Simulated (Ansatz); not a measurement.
Cells of FeNi relaxed with PBEsol (plane waves to 420 eV, PAW, scalar-relativistic; Ansatz, an electronic-structure program), each with a space-group label. One label is wrong.

**A**, labelled P4/mmm (No. 123)
```
CELL_PARAMETERS angstrom
      2.46742     0.00000     0.00000
      0.00000     2.46742     0.00000
      0.00000     0.00000     3.53397
ATOMIC_POSITIONS crystal
  Fe 0.00000 0.00000 0.00000
  Ni 0.50000 0.50000 0.50000
```

**B**, labelled Pmmn (No. 59)
```xyz
4
Lattice="2.5040 0.0000 0.0000 0.0000 3.4049 0.0000 0.0000 0.0000 5.0747" Properties=species:S:1:pos:R:3 pbc="T T T"
Fe     0.0000     0.0000     3.2207
Ni     0.0000     0.0000     0.6445
Ni     1.2520     1.7024     4.4302
Fe     1.2520     1.7024     1.8540
```

**C**, labelled Fd-3m (No. 227)
```xyz
8
Lattice="5.2037 0.0000 0.0000 0.0000 4.1284 0.0000 0.0000 0.0000 4.0637" Properties=species:S:1:pos:R:3 pbc="T T T"
Fe     1.9034     2.1983     1.0159
Fe     1.9034     3.9943     3.0477
Fe     3.3003     0.1341     1.0159
Fe     3.3003     1.9301     3.0477
Ni     4.5536     2.2641     1.0159
Ni     4.5536     3.9284     3.0477
Ni     0.6501     0.1999     1.0159
Ni     0.6501     1.8643     3.0477
```

Q: Which label is wrong, and what should it be (tolerance 0.01 Å)?

A: C: its symmetry is Pbcm (No. 57), oP8; a = 5.2037 Å, b = 4.1284 Å, c = 4.0637 Å, α = β = γ = 90.00°.

Each run could gain symmetry but not lose that of its start, so entries can be saddle points. From databases, or of a type measured for this composition: P4/mmm, tP2, AFLOW prototype AB_tP2_123_a_d (L1_0, as in CuAu), ferromagnetic; the others are generated cells (placed on structure types, drawn at random, substituted or restacked) that were not matched to a known phase here.

Spin states reached: ferromagnetic; spin orders were not searched systematically.
